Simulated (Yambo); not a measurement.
SrO (rock salt, space group Fm-3m, No. 225), G0W0@LDA in Yambo with this input:

```
rim_cut
gw0
dyson
el_el_corr
HF_and_locXC
ppa
em1d
RandQpts= 1000000
RandGvec= 1 Ry
EXXRLvcs= 84 Ry
VXCRLvcs= 336 Ry
Chimod= "HARTREE"
% BndsRnXp
 1 | 77 |
%
NGsBlkXp= 10 Ry
% LongDrXp
 1.0 | 1.0 | 1.0 |
%
PPAPntXp= 27.2114 eV
% GbndRnge
 1 | 77 |
%
GTermKind= "BG"
DysSolver= "n"
ExtendOut
```

On a 6×6×6 mesh, with wavefunctions cut at 84 Ry, the gap (Γ → X) is 5.231 eV and the valence edge shifts by -1.044 eV.

What happens with this change: exchange cut at 10 Ry?

The gap falls by 0.922 eV, to 4.309 eV; the shift of the valence edge becomes -0.051 eV. Neither run is shown to be the converged limit.

Geometry relaxed with LDA; primitive cell a = b = c = 3.579 Å, α = β = γ = 60.00°.

A shift is the quasiparticle energy of the state minus its LDA energy.
